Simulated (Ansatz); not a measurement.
BN:
```cif
data_B2N2
_chemical_formula_sum 'B2 N2'
_space_group_name_H-M_alt 'P 1'
_space_group_IT_number 1
_cell_length_a 2.54397
_cell_length_b 2.54397
_cell_length_c 4.20776
_cell_angle_alpha 90.000
_cell_angle_beta 90.000
_cell_angle_gamma 120.000
loop_
_space_group_symop_operation_xyz
  'x, y, z'
loop_
_atom_site_label
_atom_site_type_symbol
_atom_site_fract_x
_atom_site_fract_y
_atom_site_fract_z
_atom_site_occupancy
B1 B 0.66667 0.33333 0.00020 1
B2 B 0.33333 0.66667 0.50020 1
N1 N 0.66667 0.33333 0.37480 1
N2 N 0.33333 0.66667 0.87480 1
```

Relaxed with r²SCAN. r²SCAN (plane waves, PAW; program Ansatz) gives a gap of 5.75 eV.

### Question
What gap does HSE06 give on the same cell (Ansatz, PAW)?

### Answer
6.53 eV, 0.78 eV more. The hybrid was solved on a coarser mesh and at special points; its gap is the smallest among all of these.

| k | v1 r²SCAN | c1 r²SCAN | v1 HSE06 | c1 HSE06 |
|---|---|---|---|---|
| Γ | 0.00 | 9.12 | (withheld) | (withheld) |
| A | -1.22 | 10.25 | (withheld) | (withheld) |
| K | -5.63 | 5.75 | -5.87 | 6.53 |
| H | -3.15 | 10.04 | (withheld) | (withheld) |
| M | -2.20 | 7.32 | -2.29 | 8.17 |
| L | -3.72 | 7.21 | (withheld) | (withheld) |

### Question
Top valence (v1) and lowest conduction level (c1) in eV from each method's valence maximum (which need not be a listed point): supply the withheld HSE06 values.

### Answer

- H, v1 HSE06: -3.28
- H, c1 HSE06: 11.01
- L, v1 HSE06: -3.87
- L, c1 HSE06: 8.07
- A, v1 HSE06: -1.27
- A, c1 HSE06: 11.23
- Γ, v1 HSE06: 0.00
- Γ, c1 HSE06: 10.10

Cost on shared cores: the r²SCAN run (SCF on a 12×12×7 mesh, then bands and DOS) about 24 core-seconds (a rough figure), the HSE06 run (SCF on 9×9×5, then a few points) about 90 core-seconds (a rough figure); the tasks are unlike.

Space group P6_3mc (wurtzite). The cell was relaxed with r²SCAN under the symmetry of its start.

Potentials: the later of the program's two PAW sets.
